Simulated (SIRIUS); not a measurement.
Set-up for a self-consistent single point of ZnS (P2_1, 8 atoms in the cell; from Materials Project mp-10281, changed as shown).

```yaml
crystal:
  lattice:
    - [3.77886, 0.00000, 0.00000]
    - [-1.90832, 3.30531, 0.00000]
    - [0.00000, 0.00000, 12.35422]
  atoms:
    - { symbol: Zn, position: [0.66667, 0.33333, 0.74993] }
    - { symbol: Zn, position: [0.33333, 0.66667, 0.24993] }
    - { symbol: Zn, position: [0.00000, 0.00000, 0.50000] }
    - { symbol: Zn, position: [0.00000, 0.00000, 0.00000] }
    - { symbol: S, position: [0.66667, 0.33333, 0.93773] }
    - { symbol: S, position: [0.33333, 0.66667, 0.43773] }
    - { symbol: S, position: [0.00000, 0.00000, 0.68734] }
    - { symbol: S, position: [0.00000, 0.00000, 0.18734] }
```

All values come from this method and carry its errors: PBE, PseudoDojo 0.5 standard norm-conserving PBE (tails mended) pseudopotentials (plane waves; SIRIUS).

SIRIUS settings:

```
key                                                                                                           value
--------------------------------------  ---------------------------------------------------------------------------
parameters.ngridk                                                                                             5 5 1
parameters.xc_functionals                                                              [XC_GGA_X_PBE, XC_GGA_C_PBE]
parameters.gk_cutoff                                                                                   9.165 1/bohr
parameters.pw_cutoff                                                                                  18.331 1/bohr
parameters.smearing                                                                                     fermi_dirac
parameters.smearing_width                                                                            0.000734986 Ha
potentials                              PseudoDojo 0.5 standard norm-conserving PBE (tails mended) pseudopotentials
parameters.electronic_structure_method                                                              pseudopotential
parameters.num_bands                                                                                             62
parameters.num_mag_dims                                                                                           0
parameters.num_dft_iter                                                                                         100
parameters.energy_tol                                                                                      1e-07 Ha
parameters.density_tol                                                                                        1e-06
mixer.type                                                                                                 anderson
mixer.beta                                                                                                      0.5
mixer.use_hartree                                                                                              true
```

Results:

* **Number of valence electrons**: 104
* **Number of bands**: 62
* **Number of k-points after the program's reduction**: 13
* **Number of plane waves (most at a k-point)**: 13567
* **Number of SCF iterations**: 16
* **FFT grid**: 45 × 45 × 144
* **Free energy E − TS**: -23957.4388 eV
* **Pressure**: 3.45 GPa
* **Largest force (vector length)**: 0.082 eV/Å

Forces (eV/Å):
```tsv
atom	Fx	Fy	Fz
Zn1	0.030	0.051	-0.022
Zn2	-0.030	-0.051	-0.022
Zn3	0.032	0.054	-0.011
Zn4	-0.032	-0.054	-0.011
S5	0.041	0.069	0.019
S6	-0.041	-0.069	0.019
S7	-0.032	-0.053	0.015
S8	0.032	0.053	0.015
```

Stress (GPa, positive for compression):
```
3.78  0.33  0.00
0.33  2.65  0.00
0.00  0.00  3.90
```

For comparison: a first run was changed to give this one (lattice vector b scaled by 1.01), and from it to this one the free energy falls by 4.0 meV/atom, the pressure goes from 4.29 to 3.45 GPa and the largest force goes from 0.027 to 0.082 eV/Å.

The structure comes from a collection of computed structures, made at another level of theory; the collection holds predicted forms beside known ones. Its lattice was then scaled.

Cost on one core: around 8 core-minutes (rough).

“Tails mended”: in these copies of the files the far tail of each local potential was reset to the Coulomb form.
